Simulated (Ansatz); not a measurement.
NbP in space group P-6m2 (No. 187; Nb on 1a, P on 1f), DFT-r²SCAN in the program Ansatz with PAW potentials, all energies at zero smearing, with the estimated change up to a 700 eV cutoff added, with one set of potentials and settings (totals compare only within such a set). Cell of 2 atoms (1 Nb, 1 P): -5324.992 eV.

```csv
element,reference phase,E (eV/atom)
Nb,"Im-3m, 1 atoms in the cell",-4563.6321
P,"Cmce, 4 atoms in the cell",-759.1646
```

Formation energy per atom, worked out: (-5324.992 − 1×(-4563.6321) − 1×(-759.1646))/2 = -1.098 eV/atom (-106 kJ per mol of atoms), at 0 K, without zero-point energy or fitted corrections.

The cell is a constructed one: a structure type filled with these elements; neither database checked (COD, Materials Project) lists it. COD files the formula under space group No. 141, so this cell is another polymorph or a model. Its standing as an ambient phase is unchecked. The r²SCAN relaxation kept the symmetry of its start; of distortions, only those at the zone centre were tested. The run is not spin-polarised. The references are the lowest solids computed at this level, not always the standard phases.

Potentials: the later of the program's two PAW sets.
